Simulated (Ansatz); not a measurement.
ZnSnO3 (R3c), relaxed and computed with several functionals in Ansatz (plane waves, PAW).

```json
[
 {"functional": "LDA", "a (Å)": "5.225", "c (Å)": "13.863", "V (Å³/atom)": "10.93", "gap (eV)": "1.45", "B₀ by P(V) fit (GPa)": "195"},
 {"functional": "PBEsol", "a (Å)": "5.278", "c (Å)": "14.011", "V (Å³/atom)": "11.27", "gap (eV)": "1.25", "B₀ by P(V) fit (GPa)": "180"},
 {"functional": "HSE06", "a (Å)": "5.265", "c (Å)": "14.029", "V (Å³/atom)": "11.22", "gap (eV)": "3.19", "B₀ by P(V) fit (GPa)": "192"}
]
```

All cells were relaxed under the symmetry of their starts (and spin orders); stability against distortions was not tested throughout. Scalar-relativistic: spin–orbit coupling is off unless named, which matters more the heavier the elements.

Potentials: the later of the program's two PAW sets.

Ansatz (an electronic-structure program) is a plane-wave DFT program.
